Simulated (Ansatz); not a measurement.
An Ansatz (a program for electronic structure) input:

Ansatz 0.2 input:
```yaml
crystal:
  lattice:
    - [6.9915102763, -8.7783561847, 0.0]
    - [6.9915102763, 8.7783561847, 0.0]
    - [0.0, 0.0, 5.0689044593]
  atoms:
    - { symbol: Si, position: [0.9947236315, 0.4166876608, 0.495256639] }
    - { symbol: Si, position: [0.0052763685, 0.5833123392, 0.995256639] }
    - { symbol: Si, position: [0.5833123392, 0.0052763685, 0.495256639] }
    - { symbol: Si, position: [0.4166876608, 0.9947236315, 0.995256639] }
    - { symbol: Si, position: [0.7535040987, 0.6565199527, 0.9142150547] }
    - { symbol: Si, position: [0.2464959013, 0.3434800473, 0.4142150547] }
    - { symbol: Si, position: [0.3434800473, 0.2464959013, 0.9142150547] }
    - { symbol: Si, position: [0.6565199527, 0.7535040987, 0.4142150547] }
    - { symbol: Si, position: [0.7257179025, 0.2742820975, 0.3884854778] }
    - { symbol: Si, position: [0.2742820975, 0.7257179025, 0.8884854778] }
    - { symbol: Si, position: [0.6226412424, 0.3773587576, 0.8893069149] }
    - { symbol: Si, position: [0.3773587576, 0.6226412424, 0.3893069149] }
    - { symbol: O, position: [0.10729661, 0.3492231134, 0.4808636786] }
    - { symbol: O, position: [0.89270339, 0.6507768866, 0.9808636786] }
    - { symbol: O, position: [0.6507768866, 0.89270339, 0.4808636786] }
    - { symbol: O, position: [0.3492231134, 0.10729661, 0.9808636786] }
    - { symbol: O, position: [0.6633151751, 0.5225987411, 0.9423129817] }
    - { symbol: O, position: [0.3366848249, 0.4774012589, 0.4423129817] }
    - { symbol: O, position: [0.4774012589, 0.3366848249, 0.9423129817] }
    - { symbol: O, position: [0.5225987411, 0.6633151751, 0.4423129817] }
    - { symbol: O, position: [0.6951739819, 0.3048260181, 0.0868588782] }
    - { symbol: O, position: [0.3048260181, 0.6951739819, 0.5868588782] }
    - { symbol: O, position: [0.8714816213, 0.3151217923, 0.4335400111] }
    - { symbol: O, position: [0.1285183787, 0.6848782077, 0.9335400111] }
    - { symbol: O, position: [0.6848782077, 0.1285183787, 0.4335400111] }
    - { symbol: O, position: [0.3151217923, 0.8714816213, 0.9335400111] }
    - { symbol: O, position: [0.3469567007, 0.6530432993, 0.0869926098] }
    - { symbol: O, position: [0.6530432993, 0.3469567007, 0.5869926098] }
    - { symbol: O, position: [0.4700002658, 0.9855701895, 0.2896945338] }
    - { symbol: O, position: [0.5299997342, 0.0144298105, 0.7896945338] }
    - { symbol: O, position: [0.0144298105, 0.5299997342, 0.2896945338] }
    - { symbol: O, position: [0.9855701895, 0.4700002658, 0.7896945338] }
    - { symbol: O, position: [0.7082802357, 0.7489565013, 0.1170451607] }
    - { symbol: O, position: [0.2917197643, 0.2510434987, 0.6170451607] }
    - { symbol: O, position: [0.2510434987, 0.2917197643, 0.1170451607] }
    - { symbol: O, position: [0.7489565013, 0.7082802357, 0.6170451607] }
kpoints:
  mp_grid: { grid: [3, 3, 5] }
basis: { xc_grid: 2 }
hamiltonian:
  xc: pbesol
  pseudopotentials: { azcp: { folder: ./paw }, kind: paw }
scf:
  occupations: { method: fixed }
output:
  optics: { e_range: [0.0, 15.0], de: 0.05, sigma: 0.1, bands: { spectra_wanted_up_to: 12 eV } }
```

How many symmetry operations and irreducible k-points will the run report?

4 operations, 12 of 45 k-points.

With a cutoff of 420 eV, how many plane waves at Γ?

12231.

It took roughly 23 core-minutes on shared server cores.

Space group Cmc2_1. The first step of the workflow began from a Materials Project structure, measured or hypothetical; the Crystallography Open Database files this formula in space group No. 36, but the cells were not matched. It is not the phase usual at ambient conditions (space group No. 92, 152, 154). The cell was relaxed with PBEsol under the symmetry of its start; whether a distortion lowers the energy is not shown.

Potentials: the earlier of the program's two PAW sets. The files were generated under PBE; for other functionals the program regenerates the frozen cores, and for LDA and PBEsol the local potential too.

Ansatz is a plane-wave DFT program.
